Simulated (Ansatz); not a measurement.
KF (rock salt)

```
CELL_PARAMETERS angstrom
      0.00000     5.31833     5.31833
      2.65916     0.00000     2.65916
      2.65916     2.65916     0.00000
ATOMIC_POSITIONS crystal
  F  0.00000 0.00000 0.00000
  F  0.50000 0.00000 0.00000
  K  0.25000 0.50000 0.50000
  K  0.75000 0.50000 0.50000
```

A phonon eigenvector at L = (0.5, 0.0, 0.0) is frozen into this cell: atom i moves by Q times the vector below, so Q is the largest atomic displacement, in Å. The cell is held. (q is in reciprocal vectors of the primitive cell; the cell shown is doubled to hold the pattern.)

```tsv
atom	x	y	z
K3	-0.577	0.577	0.577
K4	0.577	-0.577	-0.577
```

Atoms not listed stay in place.

Method: r2SCAN (plane waves to 500 eV, PAW, scalar-relativistic; Ansatz, a first-principles code). k mesh 11×11×11 (Γ-centred), Fermi-Dirac smearing 0.05 eV. E stands for the smeared free energy. KF was relaxed with its symmetry unable to fall. ΔE is measured from the undisplaced structure.

```tsv
Q (Å)	ΔE (meV/cell)
-0.1000	56.0
-0.0833	38.9
-0.0667	24.9
-0.0500	14.0
-0.0333	withheld
-0.0167	1.6
0.0000	0.0
0.0167	1.6
0.0333	withheld
0.0500	14.0
0.0667	24.9
0.0833	38.9
0.1000	56.0
```

**Question.** Fit an even polynomial form (powers 2, 4) to the given rows and predict ΔE at Q = 0.0333.

**Answer.** Least squares on the 11 given rows: ΔE = (5604)·Q² + (-266.2)·Q⁴, in meV/cell with Q in Å; root-mean-square residual 0.02 meV/cell. At 0.0333 the fit gives 6.2 meV/cell; the calculation gives 6.2 meV/cell, the same to the digits shown. The quadratic term alone would give 6.2 meV/cell.

(For displaced atoms, the force is minus the slope of the energy, and its curvature is a force constant, which sets phonon frequencies.)
